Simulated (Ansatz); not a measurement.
This run works on a generated trial structure, not on a known crystal.

Input and command of a plane-wave DFT calculation in Ansatz:

```yaml
crystal:
  lattice:
    - [5.3816947241, 0.0, 0.0]
    - [0.0, 5.3816947241, 0.0]
    - [0.0, 0.0, 5.3816947241]
  atoms:
    - { symbol: Cu, position: [0.5, 0.5, 0.0] }
    - { symbol: Cu, position: [0.5, 0.0, 0.5] }
    - { symbol: Cu, position: [0.0, 0.5, 0.5] }
    - { symbol: Sb, position: [0.0, 0.0, 0.0] }
    - { symbol: P, position: [0.2737074728, 0.2737074728, 0.2737074728] }
    - { symbol: P, position: [0.2737074728, 0.7262925272, 0.7262925272] }
    - { symbol: P, position: [0.7262925272, 0.2737074728, 0.7262925272] }
    - { symbol: P, position: [0.7262925272, 0.7262925272, 0.2737074728] }
basis:
  ecutwfc: 420
kpoints:
  mp_grid: { grid: [6, 6, 6] }
hamiltonian:
  xc: pbe
scf:
  occupations: { method: gaussian, width: 0.1 }
output:
  forces: true
  stress: true
  eigenvalues: true
  write_density: true
  write_potential: true
  elf: true
  volumetric_format: npy
relax:
  adjacent_minimum: "off"
  f_tol: 0.01
  max_steps: 80
  cell: { stress_tol: 0.05 }
```

```bash
ansatz run input.yaml --threads 1 --pin off --max-ram 2560MiB --backend cpu --events-out ev --progress --plain --runs-dir out
```

Processor: Arm Neoverse V1, 1 thread, on a host shared with other jobs.

**Question.** How long does it run, and how much memory does it take?

**Answer.** About 94 s, peak memory 0.45 GiB. It solves 56 bands at 20 k points (after reduction by symmetry) with about 2969 plane waves (on the last cell), in 26 SCF iterations over 4 ionic steps.
